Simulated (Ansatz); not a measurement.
Property card for OsCl$_{4}$

OsCl$_{4}$:
```xyz
5
Lattice="3.9905 -4.0193 0.0000 3.9905 4.0193 0.0000 0.0000 0.0000 3.5281" Properties=species:S:1:pos:R:3 pbc="T T T"
Cl     3.9905    -2.4525     1.7641
Cl     3.9905     2.4525     1.7641
Os     0.0000     0.0000     0.0000
Cl     2.2654     0.0000     0.0000
Cl     5.7156     0.0000     0.0000
```

Space group Cmmm (No. 65); conventional cell a = 7.981 Å, b = 8.039 Å, c = 3.528 Å, α = β = γ = 90.00°.

Method: r²SCAN+D4 (plane waves, PAW; program Ansatz). The cell and atoms are relaxed at this level. Other levels are named where they apply.

### Cell and energy

* **Volume per atom**: 22.63 Å³
* **Density**: 4.87 g/cm³
* **Formation energy from the elements (no fitted shifts)**: -0.43 eV/atom

### Electronic structure

* **Electronic character**: metallic (no gap)
* **Density of states at the Fermi level**: 1.2 states/eV per atom (mean over ±0.08 eV)

### Mechanics

* **Bulk modulus (Birch–Murnaghan fit)**: 20.4 GPa
* **Pressure derivative B′**: 9.9

### Charges

* **Bader charges**: Cl -0.37 to -0.34, Os +1.42 e

The workflow started from an entry of the Crystallography Open Database (COD). Its standing as an ambient phase is unchecked. The cell was relaxed with r²SCAN+D4 under the symmetry of its start; whether a distortion lowers the energy is not shown. The run is not spin-polarised. The references are the lowest solids computed at this level, not always the standard phases (solids in place of the gases). Spin–orbit coupling is left out wherever it is not named.

Potentials: the later of the program's two PAW sets.
